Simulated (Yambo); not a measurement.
CdSe (zinc blende, space group F-43m, No. 216), G0W0@PBE in Yambo with this input:

```
rim_cut
gw0
dyson
el_el_corr
HF_and_locXC
ppa
em1d
RandQpts= 1000000
RandGvec= 1 Ry
EXXRLvcs= 120 Ry
VXCRLvcs= 480 Ry
Chimod= "HARTREE"
% BndsRnXp
 14 | 259 |
%
NGsBlkXp= 15 Ry
% LongDrXp
 1.0 | 1.0 | 1.0 |
%
PPAPntXp= 27.2114 eV
% GbndRnge
 1 | 259 |
%
GTermKind= "BG"
DysSolver= "n"
ExtendOut
```

On a 4×4×4 mesh, with wavefunctions cut at 120 Ry, the gap (Γ → Γ) is 1.332 eV and the valence edge shifts by -0.688 eV.

Question: What happens with this change: wavefunctions cut at 30 Ry?

Answer: The gap rises by 0.070 eV, to 1.402 eV; the shift of the valence edge becomes -0.607 eV. Neither run is shown to be the converged limit.

Spin-orbit coupling is not included.

Geometry relaxed with PBEsol; primitive cell a = b = c = 4.301 Å, α = β = γ = 60.00°.

A shift is the quasiparticle energy of the state minus its PBE energy.

The potentials are those of PseudoDojo's stringent table.
